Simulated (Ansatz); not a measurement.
Starting cell, LiNbO$_{3}$ (space group R-3):

```
CELL_PARAMETERS angstrom
      2.57282     1.48542     4.61934
     -2.57282     1.48542     4.61934
      0.00000    -2.97084     4.61934
ATOMIC_POSITIONS crystal
  Li 0.35674 0.35674 0.35674
  Li 0.64326 0.64326 0.64326
  Nb 0.14411 0.14411 0.14411
  Nb 0.85589 0.85589 0.85589
  O  0.22003 0.56023 0.95639
  O  0.77997 0.43977 0.04361
  O  0.56023 0.95639 0.22003
  O  0.43977 0.04361 0.77997
  O  0.95639 0.22003 0.56023
  O  0.04361 0.77997 0.43977
```

A phonon eigenvector at Γ is frozen into this cell: atom i moves by Q times the vector below, so Q is the largest atomic displacement, in Å. The cell is held. It is one choice among 2 degenerate patterns.

```json
[
 {"atom": "Li1", "x": "0.165", "y": "0.155", "z": "0.000"},
 {"atom": "Li2", "x": "0.165", "y": "0.155", "z": "0.000"},
 {"atom": "Nb3", "x": "-0.010", "y": "0.329", "z": "0.000"},
 {"atom": "Nb4", "x": "-0.010", "y": "0.329", "z": "0.000"},
 {"atom": "O5", "x": "0.031", "y": "-0.994", "z": "0.105"},
 {"atom": "O6", "x": "0.031", "y": "-0.994", "z": "0.105"},
 {"atom": "O7", "x": "0.268", "y": "-0.463", "z": "-0.680"},
 {"atom": "O8", "x": "0.268", "y": "-0.463", "z": "-0.680"},
 {"atom": "O9", "x": "-0.311", "y": "-0.523", "z": "0.575"},
 {"atom": "O10", "x": "-0.311", "y": "-0.523", "z": "0.575"}
]
```

The numbers are results of LDA (plane waves to 420 eV, PAW, scalar-relativistic; Ansatz, an electronic-structure program), not measurements. k mesh 8×8×8 (Γ-centred), Fermi-Dirac smearing 0.05 eV. The energy includes the smearing's −TS. Compression counts positive. LiNbO3 is run without spin polarisation. LiNbO3 was relaxed with its symmetry unable to fall. This is one of several known forms of LiNbO3; the measured ambient cells at hand have space group No. 161. The zero of ΔE is the undisplaced structure.

```
Q (Å)   −dE/dQ from forces (eV/Å)  ΔE (meV/cell)  P (GPa)
------  -------------------------  -------------  -------
-0.100                      2.500          122.4     0.48
-0.083                      2.057              …     0.33
-0.067                      1.629           53.8     0.21
-0.050                      1.211              …     0.12
-0.033                      0.803              …     0.05
-0.017                      0.400              …     0.01
0.000                       0.000            0.0     0.00
0.017                      -0.400              …     0.01
0.033                      -0.803              …     0.05
0.050                      -1.211              …     0.12
0.067                      -1.629           53.8     0.21
0.083                      -2.057              …     0.33
0.100                      -2.500          122.4     0.48
```

**Question.** Fill in the missing entries.

**Answer.** 
- -0.083, ΔE (meV/cell): 84.5
- -0.050, ΔE (meV/cell): 30.1
- -0.033, ΔE (meV/cell): 13.3
- -0.017, ΔE (meV/cell): 3.3
- 0.017, ΔE (meV/cell): 3.3
- 0.033, ΔE (meV/cell): 13.3
- 0.050, ΔE (meV/cell): 30.1
- 0.083, ΔE (meV/cell): 84.5

(A displaced cell: forces are minus the slopes of the energy, force constants its curvatures, and phonons follow from these.)
